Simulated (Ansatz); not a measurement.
## Structure relaxation, Ag

The start is a relaxed Ag cell shaken by Gaussian noise of σ = 0.08 Å a coordinate. Cell shape, volume and atoms are optimised at zero target pressure with r2SCAN (plane waves to 500 eV, PAW, scalar-relativistic; Ansatz, a quantum-chemistry and plane-wave program). The first steps use a coarse 6×6×6 k-mesh.

Starting cell:
```
Ag
1.0
    5.22682     0.00000     0.00000
    0.00000     5.22682     0.00000
    0.00000     0.00000     5.22682
Ag
8
Direct
  0.24612   0.99750   0.50414
  0.72599   0.00397   0.48193
  0.00784   0.46810   0.24958
  0.00718   0.51754   0.77119
  0.50265   0.23241   0.01523
  0.48846   0.73831   0.97738
  0.99811   0.01818   0.98614
  0.52290   0.50968   0.50613
```

Problem. Which atoms feel the largest initial force, and how large is it?

Solution. 1.32 eV/Å, on Ag3 (atoms numbered as listed).

Problem. How does the volume change?

Solution. +0.9 %, from 17.85 to 18.01 Å³/atom.

Problem. Is the parent structure recovered?

Solution. It does not go back: it reaches R-3c (No. 167), 0.02 eV/atom below the parent.

Problem. Is the relaxed structure metallic? Give its gap.

Solution. No gap (metallic).

Problem. Give the final cell and atomic positions.

Solution. 
```cif
data_Ag24
_chemical_formula_sum 'Ag24'
_space_group_name_H-M_alt 'R-3c :H'
_space_group_IT_number 167
_space_group_name_Hall '-R 3 2"c'
_cell_length_a 7.74209
_cell_length_b 7.74209
_cell_length_c 8.32477
_cell_angle_alpha 90.000
_cell_angle_beta 90.000
_cell_angle_gamma 120.000
loop_
_atom_site_label
_atom_site_type_symbol
_atom_site_symmetry_multiplicity
_atom_site_Wyckoff_symbol
_atom_site_fract_x
_atom_site_fract_y
_atom_site_fract_z
_atom_site_occupancy
Ag1 Ag 18 e 0.29035 0.29035 0.75000 1
Ag2 Ag 6 b 0.00000 0.00000 0.00000 1
```
(The calculation used a cell of 8 atoms; values per cell refer to that cell.)

Final values are on a 9×9×9 k-mesh of the relaxed cell. No spin polarisation in the result.

The relaxed structure here is a generated cell of Ag: the first start was made by placing the elements on the sites of a structure type, and the end was not matched to a known phase here, so it may be hypothetical. Known forms of Ag include space group No. 225.
